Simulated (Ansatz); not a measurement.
Each is relaxed and computed with the program Ansatz at the PBE level (PAW). Which is the only metal?
(A) GeMo2C, P6_3/mmc (Ge on 2d, Mo on 4f, C on 2a)
(B) SiCO4, I-4 (Si on 2a, C on 2c, O on 8g)
(C) SiGe, I-4m2 (Pearson symbol tI20)
(D) SiC, wurtzite

A, GeMo2C, P6_3/mmc (Ge on 2d, Mo on 4f, C on 2a). GeMo2C: metal; SiCO4: gap 6.89 eV (indirect); SiC: gap 2.31 eV (indirect); SiGe: gap 0.33 eV (direct). Typed or built starts, not in the databases checked: GeMo2C, P6_3/mmc (Ge on 2d, Mo on 4f, C on 2a); SiCO4, I-4 (Si on 2a, C on 2c, O on 8g); SiGe, I-4m2 (Pearson symbol tI20). All cells were relaxed under the symmetry of their starts (and spin orders); stability against distortions was not tested throughout. Rows with no word on spin ran without spin polarisation. Spin–orbit coupling is left out wherever it is not named.

Potentials: the earlier of the program's two PAW sets.
